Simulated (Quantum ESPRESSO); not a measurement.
# Al3ZnO5F: finding a planted mistake in a log

A calculation, not a measurement. The program is pw.x of Quantum ESPRESSO 7.5 (plane-wave density functional theory). The cell is made up: 10 atoms on a corundum lattice, with randomly drawn elements, strain and displacements, not relaxed. PseudoDojo standard norm-conserving files (v0.5 for PBE, v0.4.1 for LDA and PBEsol) set the functional; there is no spin polarisation, spin-orbit coupling or dispersion term, and the masses in the input are unused placeholders.

Intended input:

```
&control calculation='scf', pseudo_dir='./dojo.nc.sr.pbe.v0_5.standard.upf', outdir='./o', disk_io='medium', tprnfor=.true., tstress=.true. /
&system ibrav=0, nat=10, ntyp=4, nbnd=39, ecutwfc=84.00895049, nosym=.true., tot_charge=0,
 occupations='smearing', smearing='fd', degauss=0.0018374661
/
&electrons conv_thr=7.350e-09, electron_maxstep=60, /
ATOMIC_SPECIES
Al 1.0 Al.upf
F 1.0 F.upf
O 1.0 O.upf
Zn 1.0 Zn.upf
CELL_PARAMETERS angstrom
2.373 1.3253 4.3035
-2.4277 1.3715 4.3189
0.0126 -2.7726 4.3353
ATOMIC_POSITIONS angstrom
Al -0.0216 0.0341 4.5801
Zn 0.0383 -0.0604 1.9011
Al -0.0284 -0.0537 8.3981
Al -0.0523 -0.0118 11.0798
O -1.0082 1.338 7.5726
O -0.729 -1.5337 7.5867
O 1.6601 0.0204 7.5708
O 0.9019 -1.4139 5.3731
O 0.6983 1.4355 5.3989
F -1.7204 -0.1446 5.3948
K_POINTS automatic
6 6 6 1 1 1
```

The log is shortened where brackets say so; the opening notice, blank lines, dates and the lines on written files are dropped, and the path of the files is cut. It prints rydbergs, bohrs and kilobars, and counts compression as positive stress. Where no state is partly filled, the Fermi energy that it prints is only some level between the filled and the empty states on the mesh, and need not lie in the true gap.

Log of the intended run:

```
     Program PWSCF v.7.5
     Parallel version (MPI & OpenMP), running on       1 processor cores
     Number of MPI processes:                 1
     Threads/MPI process:                     1
     [start-up lines left out]
     bravais-lattice index     =            0
     lattice parameter (alat)  =       9.6186  a.u.
     unit-cell volume          =     576.5678 (a.u.)^3
     number of atoms/cell      =           10
     number of atomic types    =            4
     number of electrons       =        66.00
     number of Kohn-Sham states=           39
     kinetic-energy cutoff     =      84.0090  Ry
     charge density cutoff     =     336.0358  Ry
     scf convergence threshold =      7.3E-09
     mixing beta               =       0.7000
     number of iterations used =            8  plain     mixing
     Exchange-correlation= PBE
                           (   1   4   3   4   0   0   0)
     [axes and pseudopotential details left out]
   Cartesian axes
     site n.     atom                  positions (alat units)
         1        Al     tau(   1) = (  -0.0042437   0.0066995   0.8998308  )
         2        Zn     tau(   2) = (   0.0075246  -0.0118665   0.3735002  )
         3        Al     tau(   3) = (  -0.0055796  -0.0105502   1.6499354  )
         4        Al     tau(   4) = (  -0.0102751  -0.0023183   2.1767964  )
         5        O      tau(   5) = (  -0.1980763   0.2628706   1.4877533  )
         6        O      tau(   6) = (  -0.1432232  -0.3013189   1.4905234  )
         7        O      tau(   7) = (   0.3261521   0.0040079   1.4873996  )
         8        O      tau(   8) = (   0.1771921  -0.2777823   1.0556278  )
         9        O      tau(   9) = (   0.1371917   0.2820260   1.0606966  )
        10        F      tau(  10) = (  -0.3379989  -0.0284089   1.0598911  )
     number of k points=   108  Fermi-Dirac smearing, width (Ry)=  0.0018
     Number of k-points >= 100: set verbosity='high' to print them.
     Dense  grid:    59957 G-vectors     FFT dimensions: (  60,  60,  60)
     Estimated max dynamical RAM per process >      90.97 MB
     Initial potential from superposition of free atoms
     starting charge      65.9925, renormalised to      66.0000
     Starting wfcs are   46 randomized atomic wfcs
     total cpu time spent up to now is       15.8 secs
     per-process dynamical memory:    60.0 Mb
     Self-consistent Calculation
     iteration #  1     ecut=    84.01 Ry     beta= 0.70
     Davidson diagonalization with overlap
     ethr =  1.00E-02,  avg # of iterations =  3.4
     total cpu time spent up to now is       67.8 secs
     total energy              =    -646.60670246 Ry
     estimated scf accuracy    <       2.07041387 Ry
     iteration #  2     ecut=    84.01 Ry     beta= 0.70
     Davidson diagonalization with overlap
     ethr =  3.14E-03,  avg # of iterations =  2.3
     total cpu time spent up to now is      122.3 secs
     total energy              =    -647.21226975 Ry
     estimated scf accuracy    <       1.43057442 Ry
     [iterations 3 to 9 left out]
     iteration # 10     ecut=    84.01 Ry     beta= 0.70
     Davidson diagonalization with overlap
     ethr =  2.00E-10,  avg # of iterations =  2.0
     total cpu time spent up to now is      518.5 secs
     total energy              =    -647.48057464 Ry
     estimated scf accuracy    <       0.00000001 Ry
     iteration # 11     ecut=    84.01 Ry     beta= 0.70
     Davidson diagonalization with overlap
     ethr =  1.80E-11,  avg # of iterations =  2.0
     total cpu time spent up to now is      568.5 secs
     End of self-consistent calculation
     Number of k-points >= 100: set verbosity='high' to print the bands.
     the Fermi energy is    12.7351 ev
!    total energy              =    -647.48057463 Ry
     estimated scf accuracy    <          3.3E-09 Ry
     smearing contrib. (-TS)   =       0.00000000 Ry
     internal energy E=F+TS    =    -647.48057463 Ry
     The total energy is F=E-TS. E is the sum of the following terms:
     one-electron contribution =    -427.21136621 Ry
     hartree contribution      =     255.49851194 Ry
     xc contribution           =    -105.95800736 Ry
     ewald contribution        =    -369.80971300 Ry
     convergence has been achieved in  11 iterations
     Forces acting on atoms (cartesian axes, Ry/au):
     atom    1 type  1   force =     0.08717468   -0.04329844   -0.07930281
     atom    2 type  4   force =    -0.07354507    0.11546928    0.02156034
     atom    3 type  1   force =    -0.04808063   -0.05248748   -0.06028413
     atom    4 type  1   force =    -0.02480107   -0.12279260    0.04690164
     atom    5 type  3   force =     0.11696618   -0.00631279    0.05924184
     atom    6 type  3   force =    -0.06815006    0.05428917    0.03857060
     atom    7 type  3   force =    -0.06227357   -0.00434474    0.07691405
     atom    8 type  3   force =     0.07842797    0.10096309   -0.02511545
     atom    9 type  3   force =    -0.09448460    0.05782517   -0.01362582
     atom   10 type  2   force =     0.08876617   -0.09931068   -0.06486026
     Total force =     0.386092     Total SCF correction =     0.000091
     Computing stress (Cartesian axis) and pressure
          total   stress  (Ry/bohr**3)                   (kbar)     P=      233.20
   0.00119768   0.00039145  -0.00018010          176.18       57.59      -26.49
   0.00039145   0.00192158   0.00041049           57.59      282.67       60.39
  -0.00018010   0.00041049   0.00163658          -26.49       60.39      240.75
     init_run     :     12.47s CPU     15.77s WALL (       1 calls)
     electrons    :    533.64s CPU    552.65s WALL (       1 calls)
     forces       :     10.64s CPU     10.74s WALL (       1 calls)
     stress       :     26.12s CPU     26.21s WALL (       1 calls)
     [timing details left out]
     PWSCF        :   9m43.03s CPU  10m 6.71s WALL
     JOB DONE.
```

A second run was made from an input with one planted mistake. Its log:

```
     Program PWSCF v.7.5
     Parallel version (MPI & OpenMP), running on       1 processor cores
     Number of MPI processes:                 1
     Threads/MPI process:                     1
     [start-up lines left out]
     bravais-lattice index     =            0
     lattice parameter (alat)  =       9.7206  a.u.
     unit-cell volume          =     595.0968 (a.u.)^3
     number of atoms/cell      =           10
     number of atomic types    =            4
     number of electrons       =        66.00
     number of Kohn-Sham states=           39
     kinetic-energy cutoff     =      84.0090  Ry
     charge density cutoff     =     336.0358  Ry
     scf convergence threshold =      7.3E-09
     mixing beta               =       0.7000
     number of iterations used =            8  plain     mixing
     Exchange-correlation= PBE
                           (   1   4   3   4   0   0   0)
     [axes and pseudopotential details left out]
   Cartesian axes
     site n.     atom                  positions (alat units)
         1        Al     tau(   1) = (  -0.0042380   0.0067070   0.8998222  )
         2        Zn     tau(   2) = (   0.0075235  -0.0118587   0.3735100  )
         3        Al     tau(   3) = (  -0.0055794  -0.0105562   1.6499333  )
         4        Al     tau(   4) = (  -0.0102840  -0.0023134   2.1767898  )
         5        O      tau(   5) = (  -0.1980791   0.2628742   1.4877608  )
         6        O      tau(   6) = (  -0.1432180  -0.3013275   1.4905213  )
         7        O      tau(   7) = (   0.3261530   0.0040047   1.4874108  )
         8        O      tau(   8) = (   0.1772000  -0.2777851   1.0556377  )
         9        O      tau(   9) = (   0.1371915   0.2820231   1.0606922  )
        10        F      tau(  10) = (  -0.3379922  -0.0284025   1.0598952  )
     number of k points=   108  Fermi-Dirac smearing, width (Ry)=  0.0018
     Number of k-points >= 100: set verbosity='high' to print them.
     Dense  grid:    61959 G-vectors     FFT dimensions: (  60,  60,  60)
     Estimated max dynamical RAM per process >      93.26 MB
     Initial potential from superposition of free atoms
     starting charge      65.9925, renormalised to      66.0000
     Starting wfcs are   46 randomized atomic wfcs
     total cpu time spent up to now is       25.1 secs
     per-process dynamical memory:    61.2 Mb
     Self-consistent Calculation
     iteration #  1     ecut=    84.01 Ry     beta= 0.70
     Davidson diagonalization with overlap
     ethr =  1.00E-02,  avg # of iterations =  3.2
     total cpu time spent up to now is       98.4 secs
     total energy              =    -646.62102487 Ry
     estimated scf accuracy    <       2.06959868 Ry
     iteration #  2     ecut=    84.01 Ry     beta= 0.70
     Davidson diagonalization with overlap
     ethr =  3.14E-03,  avg # of iterations =  2.3
     total cpu time spent up to now is      162.1 secs
     total energy              =    -647.21741598 Ry
     estimated scf accuracy    <       1.53141119 Ry
     [iterations 3 to 9 left out]
     iteration # 10     ecut=    84.01 Ry     beta= 0.70
     Davidson diagonalization with overlap
     ethr =  3.21E-10,  avg # of iterations =  2.0
     total cpu time spent up to now is      619.1 secs
     total energy              =    -647.50443627 Ry
     estimated scf accuracy    <       0.00000001 Ry
     iteration # 11     ecut=    84.01 Ry     beta= 0.70
     Davidson diagonalization with overlap
     ethr =  2.07E-11,  avg # of iterations =  2.1
     total cpu time spent up to now is      683.7 secs
     End of self-consistent calculation
     Number of k-points >= 100: set verbosity='high' to print the bands.
     the Fermi energy is    12.0841 ev
!    total energy              =    -647.50443627 Ry
     estimated scf accuracy    <          4.6E-09 Ry
     smearing contrib. (-TS)   =       0.00000000 Ry
     internal energy E=F+TS    =    -647.50443627 Ry
     The total energy is F=E-TS. E is the sum of the following terms:
     one-electron contribution =    -433.28580078 Ry
     hartree contribution      =     257.45798261 Ry
     xc contribution           =    -105.74716487 Ry
     ewald contribution        =    -365.92945323 Ry
     convergence has been achieved in  11 iterations
     Forces acting on atoms (cartesian axes, Ry/au):
     atom    1 type  1   force =     0.08884894   -0.03825313   -0.07792565
     atom    2 type  4   force =    -0.06944419    0.11133431    0.02307531
     atom    3 type  1   force =    -0.04819589   -0.05354366   -0.05953835
     atom    4 type  1   force =    -0.02642166   -0.11670517    0.04897462
     atom    5 type  3   force =     0.10882492   -0.00635527    0.05545257
     atom    6 type  3   force =    -0.06354427    0.05193095    0.03846933
     atom    7 type  3   force =    -0.05731161   -0.00463834    0.07107600
     atom    8 type  3   force =     0.07628626    0.09547374   -0.02370001
     atom    9 type  3   force =    -0.09153227    0.05345382   -0.01543366
     atom   10 type  2   force =     0.08248979   -0.09269724   -0.06045016
     Total force =     0.369031     Total SCF correction =     0.000102
     Computing stress (Cartesian axis) and pressure
          total   stress  (Ry/bohr**3)                   (kbar)     P=      147.20
   0.00063604   0.00037824  -0.00018289           93.56       55.64      -26.90
   0.00037824   0.00128548   0.00037356           55.64      189.10       54.95
  -0.00018289   0.00037356   0.00108047          -26.90       54.95      158.94
     init_run     :     22.13s CPU     24.97s WALL (       1 calls)
     electrons    :    615.31s CPU    658.54s WALL (       1 calls)
     forces       :      7.13s CPU      7.21s WALL (       1 calls)
     stress       :     26.77s CPU     26.85s WALL (       1 calls)
     [timing details left out]
     PWSCF        :  11m11.64s CPU  11m58.76s WALL
     JOB DONE.
```

Question: what was wrong in the second input?

Answer: the cell and the positions are scaled by a wrong factor. The input lines that differ, file-writing options aside:

```
- 2.373 1.3253 4.3035
+ 2.3982 1.3393 4.3491
- -2.4277 1.3715 4.3189
+ -2.4534 1.386 4.3647
- 0.0126 -2.7726 4.3353
+ 0.0127 -2.802 4.3813
- Al -0.0216 0.0341 4.5801
+ Al -0.0218 0.0345 4.6286
- Zn 0.0383 -0.0604 1.9011
+ Zn 0.0387 -0.061 1.9213
- Al -0.0284 -0.0537 8.3981
+ Al -0.0287 -0.0543 8.4871
- Al -0.0523 -0.0118 11.0798
+ Al -0.0529 -0.0119 11.1972
- O -1.0082 1.338 7.5726
+ O -1.0189 1.3522 7.6529
- O -0.729 -1.5337 7.5867
+ O -0.7367 -1.55 7.6671
- O 1.6601 0.0204 7.5708
+ O 1.6777 0.0206 7.6511
- O 0.9019 -1.4139 5.3731
+ O 0.9115 -1.4289 5.4301
- O 0.6983 1.4355 5.3989
+ O 0.7057 1.4507 5.4561
- F -1.7204 -0.1446 5.3948
+ F -1.7386 -0.1461 5.452
```

```
                                            intended run  run with the mistake
                          free energy (eV)     -8809.422             -8809.747
                    smearing term -TS (eV)        0.0000                0.0000
                            pressure (GPa)         23.32                 14.72
            largest force component (eV/Å)         3.157                 3.001
largest change of a force component (eV/Å)                               0.209
                                iterations            11                    11
```

For scale, a rerun of the intended cell at a cutoff of 1437 eV and k mesh 8 x 8 x 8 moved values by no more than 0.003 eV in energy, 0.03 GPa in stress and 0.002 eV/Å in force.